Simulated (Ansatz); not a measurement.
The calculation used DFT PBE+D3(BJ), scalar-relativistic, plane waves, PAW (Ansatz). All cells share a 420 eV cutoff and Γ-centred k meshes spaced at most about 0.3 Å⁻¹ (2π included). No spin polarisation in the final relaxations.

Temperature and zero-point effects are left out. All come from trial cells, and lower structures may exist. The sheets are periodic along a and b; c holds vacuum.

Question: Which of these relaxed structures of MgS is the lowest in energy?
A.

```cif
data_structure
_symmetry_space_group_name_H-M 'P 1'
_symmetry_Int_Tables_number 1
_cell_length_a 3.5578
_cell_length_b 3.5578
_cell_length_c 31.3600
_cell_angle_alpha 90.000
_cell_angle_beta 90.000
_cell_angle_gamma 90.000
_cell_volume 396.95
loop_
_atom_site_label
_atom_site_type_symbol
_atom_site_fract_x
_atom_site_fract_y
_atom_site_fract_z
_atom_site_occupancy
Mg1 Mg 0.00000 0.00000 0.25149 1
Mg2 Mg 0.50000 0.50000 0.32249 1
S1 S 0.50000 0.50000 0.24116 1
S2 S 0.00000 0.00000 0.33282 1
```

B.

```cif
data_structure
_symmetry_space_group_name_H-M 'P 1'
_symmetry_Int_Tables_number 1
_cell_length_a 3.4831
_cell_length_b 3.4831
_cell_length_c 31.3600
_cell_angle_alpha 90.000
_cell_angle_beta 90.000
_cell_angle_gamma 90.000
_cell_volume 380.45
loop_
_atom_site_label
_atom_site_type_symbol
_atom_site_fract_x
_atom_site_fract_y
_atom_site_fract_z
_atom_site_occupancy
Mg1 Mg 0.00000 0.00000 0.21911 1
Mg2 Mg 0.00000 0.00000 0.35487 1
S1 S 0.50000 0.50000 0.21943 1
S2 S 0.50000 0.50000 0.35455 1
```

Answer: A. It has layer group p4/nmm (No. 64); the next, B, with layer group p4/mmm (No. 61), lies 0.31 eV/atom higher. Counting S atoms around Mg (those within 1.25 times the shortest such distance or 1.15 times the sum of covalent radii), the lowest has Mg 5 and the next has Mg 4.

With atoms moved at random, p4/nmm came back. Other cells relaxed within their symmetry can be saddle points. Some structure types and database cells were kept out of the candidates from the start, so a known form may be missing.
